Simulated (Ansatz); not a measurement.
BIr:
```
CELL_PARAMETERS angstrom
      3.00271     0.00000     0.00000
     -1.50136     2.60043     0.00000
      0.00000     0.00000     2.68039
ATOMIC_POSITIONS crystal
  B  0.00000 0.00000 0.50000
  Ir 0.66667 0.33333 0.00000
```

Relaxed with LDA. Special points in fractions of this cell's reciprocal vectors: Γ (0.000, 0.000, 0.000); M (0.500, 0.000, 0.000); K (0.333, 0.333, 0.000); A (0.000, 0.000, 0.500); L (0.500, 0.000, 0.500); H (0.333, 0.333, 0.500).

Question: List the band energies nearest the Fermi level at these points for LDA in the plane-wave PAW code Ansatz.

Answer: In eV from the Fermi level; about four levels below and three above (degenerate sets whole), none deeper than 8.9 eV; … stands for higher levels left out; points with the same levels are listed once.

```tsv
k	below	above
Γ	-5.31 -5.31 -1.12 -1.12	2.52 5.73 5.73
M	-5.66 -4.06 -1.67 -1.55	0.39 0.97 7.14
K	-3.84 -2.33 -1.58 -1.12	0.95 8.28 …
A	-4.69 -4.69 -3.58 -3.58	1.66 4.56 4.56
L	-6.16 -3.47 -1.10 -0.63	0.46 6.12 6.26
H	-6.46 -3.17 -1.62 -0.14	3.79 5.28 6.18
```

Space group P-6m2. The workflow started from a Materials Project entry (that database holds measured and hypothetical structures alike); the Crystallography Open Database copy checked does not list it. Its standing as an ambient phase is unchecked. Symmetry was held in the LDA relaxation. At this level the phase is mechanically unstable. The run is not spin-polarised. Spin–orbit coupling is left out wherever it is not named.

Potentials: the later of the program's two PAW sets.
